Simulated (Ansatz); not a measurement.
Input:

SbPt:
```
CELL_PARAMETERS angstrom
      3.37352     0.00000     0.00000
      0.00000     3.37352     0.00000
      0.00000     0.00000     3.37352
ATOMIC_POSITIONS crystal
  Pt 0.00000 0.00000 0.00000
  Sb 0.50000 0.50000 0.50000
```

This is the PBEsol-relaxed structure.

Problem. All from the program Ansatz at the PBEsol level (PAW), unless another level is named. Give the bulk modulus (Birch–Murnaghan fit).

Solution. 146 GPa.

Problem. Next, the highest zone-centre frequency?

Solution. 42 cm^-1.

Space group Pm-3m (CsCl type). The cell is a constructed one: a structure type filled with these elements; neither database checked (COD, Materials Project) lists it. COD files the formula under space group No. 194. Its standing as an ambient phase is unchecked. The PBEsol relaxation kept the symmetry of its start. At this level the phase is mechanically unstable. The run is not spin-polarised. As this level gives no gap, phonon frequencies hold no LO–TO term and depend on the k-mesh and smearing (Fermi–Dirac, 0.1 eV here). Scalar-relativistic: spin–orbit coupling is off unless named, which matters more the heavier the elements.

Potentials: the earlier of the program's two PAW sets. The files were generated under PBE; for other functionals the program regenerates the frozen cores, and for LDA and PBEsol the local potential too.
